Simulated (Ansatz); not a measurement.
InSe:
```cif
data_In4Se4
_chemical_formula_sum 'In4 Se4'
_space_group_name_H-M_alt 'C2/m'
_space_group_IT_number 12
_space_group_name_Hall '-C 2y'
_cell_length_a 11.69821
_cell_length_b 4.10355
_cell_length_c 4.83558
_cell_angle_alpha 90.000
_cell_angle_beta 110.133
_cell_angle_gamma 90.000
loop_
_atom_site_label
_atom_site_type_symbol
_atom_site_symmetry_multiplicity
_atom_site_Wyckoff_symbol
_atom_site_fract_x
_atom_site_fract_y
_atom_site_fract_z
_atom_site_occupancy
In1 In 4 i 0.38749 0.50000 0.04108 1
Se1 Se 4 i 0.34093 0.00000 0.34373 1
```
(The calculation used a cell of 4 atoms; values per cell refer to that cell.)

Relaxed with r²SCAN+D4.

### Question
Which orbitals make up the states near the band edges in the program Ansatz at the r²SCAN+D4 level (PAW)?

### Answer
Top 1 eV of the valence band: Se 4p 73 %, In 5p 19 %, In 5s 6 %. Bottom 1 eV of the conduction band: In 5s 41 %, Se 4p 29 %, In 5p 20 %, Se 4s 5 %. Projections are on Löwdin-orthogonalised atomic valence shells; empty p or d shells of many metals are not among them.

### Question
Tabulate the density of states.

### Answer
States/eV per cell of 4 atoms, in 0.25 eV bins, energy from the valence-band maximum.

```csv
E (eV),total,Se 4p,In 5p,In 5s
-7.86,0.00,0.00,0.00,0.00
-7.61,0.00,0.00,0.00,0.00
-7.36,0.00,0.00,0.00,0.00
-7.11,0.00,0.00,0.00,0.00
-6.86,0.00,0.00,0.00,0.00
-6.61,0.03,0.01,0.00,0.01
-6.36,1.15,0.41,0.12,0.60
-6.11,2.21,0.73,0.25,1.15
-5.86,2.43,0.81,0.23,1.26
-5.61,1.34,0.44,0.11,0.69
-5.36,0.93,0.38,0.12,0.37
-5.11,2.19,1.09,0.27,0.70
-4.86,1.98,1.02,0.24,0.59
-4.61,1.81,0.97,0.18,0.53
-4.36,1.10,0.60,0.11,0.27
-4.11,1.06,0.61,0.17,0.17
-3.86,1.09,0.67,0.32,0.07
-3.61,1.77,1.13,0.51,0.09
-3.36,2.22,1.47,0.59,0.10
-3.11,2.38,1.60,0.61,0.12
-2.86,2.17,1.47,0.52,0.11
-2.61,2.47,1.74,0.55,0.11
-2.36,3.22,2.32,0.70,0.12
-2.11,3.40,2.51,0.68,0.13
-1.86,3.16,2.38,0.57,0.13
-1.61,3.07,2.34,0.53,0.13
-1.36,5.15,3.92,0.92,0.19
-1.11,4.28,3.24,0.77,0.18
-0.86,2.96,2.21,0.54,0.14
-0.61,1.38,0.98,0.27,0.09
-0.36,0.93,0.64,0.20,0.07
-0.11,0.14,0.10,0.03,0.01
0.14,0.00,0.00,0.00,0.00
0.39,0.00,0.00,0.00,0.00
0.64,0.00,0.00,0.00,0.00
0.89,0.00,0.00,0.00,0.00
1.14,0.00,0.00,0.00,0.00
1.39,0.00,0.00,0.00,0.00
1.64,0.24,0.07,0.04,0.10
1.89,1.41,0.42,0.26,0.60
2.14,2.40,0.69,0.51,0.98
2.39,2.50,0.74,0.55,0.98
2.64,2.18,0.60,0.67,0.68
2.89,1.68,0.42,0.65,0.41
3.14,1.44,0.29,0.72,0.23
3.39,1.68,0.33,0.94,0.17
3.64,2.65,0.54,1.58,0.17
3.89,3.63,0.78,2.18,0.23
4.14,3.33,0.72,1.98,0.24
4.39,1.29,0.22,0.80,0.10
4.64,1.76,0.28,1.07,0.15
4.89,1.98,0.32,1.15,0.19
5.14,1.96,0.33,1.10,0.20
5.39,1.87,0.33,1.06,0.18
5.64,1.87,0.32,1.08,0.15
5.89,2.48,0.40,1.41,0.16
6.14,3.45,0.53,1.94,0.17
```

The first step of the workflow began from a Materials Project structure, measured or hypothetical; the Crystallography Open Database copy checked does not list it. It is not the phase usual at ambient conditions (space group No. 194). The r²SCAN+D4 relaxation kept the symmetry of its start; its stability against distortions is not shown here. Spin–orbit coupling is left out wherever it is not named.

Potentials: the later of the program's two PAW sets.
